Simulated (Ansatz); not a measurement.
One crystal and one scan (energy over volume and axial ratio) at two levels, PBE (plane waves to 420 eV, PAW, scalar-relativistic; Ansatz, a quantum-chemistry and plane-wave program) and r2SCAN (plane waves to 500 eV, PAW, scalar-relativistic; Ansatz), each from its own relaxed cell and on its own mesh. The cell shown is that of PBE.

Li2O (anti-fluorite)

```
Li2O
1.0
    0.00000     2.31307     2.31307
    2.31307     0.00000     2.31307
    2.31307     2.31307     0.00000
O Li
1 2
Direct
  0.00000   0.00000   0.00000
  0.25000   0.25000   0.25000
  0.75000   0.75000   0.75000
```

Grid over V/V₀ and (c/a)/(c/a)₀, subscript 0 meaning the relaxed cell; the conventional c axis lies along z; no internal relaxation.

E stands for the smeared free energy. Li2O was relaxed with its symmetry unable to fall. Percentages come from the unrounded values. Both scans cover V/V₀ from 0.920 to 1.080 and (c/a)/(c/a)₀ from 0.960 to 1.040.

```tsv
quantity	PBE	r2SCAN	PBE − r2SCAN
Lattice constant a (Å)	4.626	4.573	+0.053 (+1.2 %)
Shear modulus C′ = (C11 − C12)/2 (fit, atoms clamped) (GPa)	92	99	-7 (-6 %)
```

PBE gives the higher value for: lattice constant a. PBE gives the lower value for: shear modulus C′.

(A scan under strain: stresses follow from slopes of the energy per volume, elastic moduli from its curvatures.)
